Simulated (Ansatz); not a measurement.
## Data sheet: ReW (DFT)

ReW:
```xyz
2
Lattice="3.1182 0.0000 0.0000 0.0000 3.1182 0.0000 0.0000 0.0000 3.1182" Properties=species:S:1:pos:R:3 pbc="T T T"
W      0.0000     0.0000     0.0000
Re     1.5591     1.5591     1.5591
```

Space group Pm-3m (No. 221), CsCl type; conventional cell a = b = c = 3.118 Å, α = β = γ = 90.00°.

Method: PBEsol in the plane-wave PAW code Ansatz. Structure relaxed to zero pressure with the same functional. Other levels are named where they apply.

Cell and energy:

- Volume per atom = 15.16 Å³
- Density = 20.27 g/cm³
- Formation energy from the elements (no fitted shifts) = 0.100 eV/atom

Electronic structure:

Electronic character: metallic (no gap)
Density of states at the Fermi level: 0.87 states/eV per atom (mean over ±0.08 eV)
Gap with spin–orbit coupling: none (metallic)

Mechanics:

- Bulk modulus (Birch–Murnaghan fit): 353 GPa
- Pressure derivative B′: 4.3
- Elastic constants (relaxed ions, GPa): C11 = 502, C12 = 280, C44 = 175
- Mechanical stability: stable (all eigenvalues of C positive)
- Hill bulk and shear moduli: 354 and 146 GPa
- Young's modulus: 385 GPa
- Poisson's ratio: 0.32
- Debye temperature from the elastic constants: 361 K

Phonons:

- Highest zone-centre frequency = 10.9 meV
- Zone-centre stability = no imaginary mode at Γ

A made-up cell: these elements were put on the sites of a structure type; neither database checked (COD, Materials Project) lists it. Its standing as an ambient phase is unchecked. The cell was relaxed with PBEsol under the symmetry of its start. No spin polarisation was allowed. As this level gives no gap, shear constants depend on the k-mesh and smearing (Fermi–Dirac, 0.1 eV here). As this level gives no gap, phonon frequencies hold no LO–TO term and depend on the k-mesh and smearing (Fermi–Dirac, 0.1 eV here). The references are the lowest solids computed at this level, not always the standard phases. Spin–orbit coupling is left out wherever it is not named.

Potentials: the later of the program's two PAW sets.
